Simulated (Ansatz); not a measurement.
Relaxed-ion elastic tensor of KTaF$_{6}$ in space group P4_2/mcm (No. 132; K on 2b, Ta on 2c, F on 4i, F on 8o) in GPa (Voigt order), plane-wave PAW LDA (Ansatz code); density 4.51 g/cm³, 15.38 Å³ per atom.

```
39.6  31.2  22.9   0.0   0.0   0.0
31.2  39.6  22.9   0.0   0.0   0.0
22.9  22.9  38.2   0.0   0.0   0.0
 0.0   0.0   0.0   0.5   0.0   0.0
 0.0   0.0   0.0   0.0   0.5   0.0
 0.0   0.0   0.0   0.0   0.0  13.2
```

Q: Is the crystal mechanically stable?

A: On the edge, within the error: the smallest eigenvalue of C is 0.5 GPa.

Q: Work out the Voigt and Reuss bounds. Is their mean of use?

A: K_V = 30.1, K_R = 29.7; G_V = 5.5, G_R = 1.1 GPa. The bounds lie so far apart that a Hill average or a Debye temperature from it would say little.

The first step of the workflow began from a Materials Project structure, measured or hypothetical; the Crystallography Open Database copy checked does not list it. Its standing as an ambient phase is unchecked. The cell was relaxed with LDA under the symmetry of its start; phonons on a q-mesh show weakly imaginary modes. The run is not spin-polarised. Scalar-relativistic: spin–orbit coupling is off unless named, which matters more the heavier the elements.

Potentials: the later of the program's two PAW sets.
